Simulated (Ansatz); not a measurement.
A relaxed 1×1 slab of 3 planes, cut along (110) from a fcc crystal of one element, has a cell area of 21.59 Å² and a bulk spacing of 1.954 Å between its first planes. All-electron LAPW in Ansatz 0.2.0 (PBE, scalar-relativistic, no spin polarisation) gives γ = 0.54 J/m², Φ = 2.78 eV and a change of the outer spacing of -5.1 %. The fcc structure needn't be the element's own.

Which element is it?

Ca. Other candidates weren't computed, and some may come near.
